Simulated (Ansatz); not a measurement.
BaBrF in space group P4/nmm (No. 129; Ba on 2c, Br on 2c, F on 2a), plane-wave PAW r²SCAN (Ansatz code). The conduction-band minimum lies at Γ, with 1 equivalent valley. Second derivatives d²E/dk² of the lowest band at one valley (eV·Å²), along Cartesian directions:

| direction | d²E/dk² |
|---|---|
| [100] | 17.82 |
| [010] | 17.82 |
| [001] | 8.170 |
| [110] | 17.82 |
| [101] | 12.99 |
| [011] | 12.99 |

**Question.** Find the principal effective masses, the density-of-states mass and the conductivity mass.

**Answer.** Off-diagonal terms follow from H_xy = H[110] − (H_xx + H_yy)/2, and m*/mₑ = 7.620 eV·Å² over each eigenvalue: 0.43, 0.43, 0.93. One valley's DOS mass (m₁m₂m₃)^(1/3) = 0.55, conductivity mass 3/(Σ 1/mᵢ) = 0.52 mₑ.

**Question.** What effective density of states Nc follows at 300 K for parabolic valleys?

**Answer.** Nc = 2.509e19 × 1 × (0.55)^(3/2) ≈ 1.0e19 cm⁻³.

The workflow started from a Materials Project entry (that database holds measured and hypothetical structures alike); the Crystallography Open Database files this formula in space group No. 129, but the cells were not matched. Its standing as an ambient phase is unchecked. Symmetry was held in the r²SCAN relaxation; whether a distortion lowers the energy is not shown. Spin–orbit coupling is left out wherever it is not named.

Potentials: the later of the program's two PAW sets.

Edges and masses are those of Kohn–Sham bands, whose gap is no quasiparticle gap.
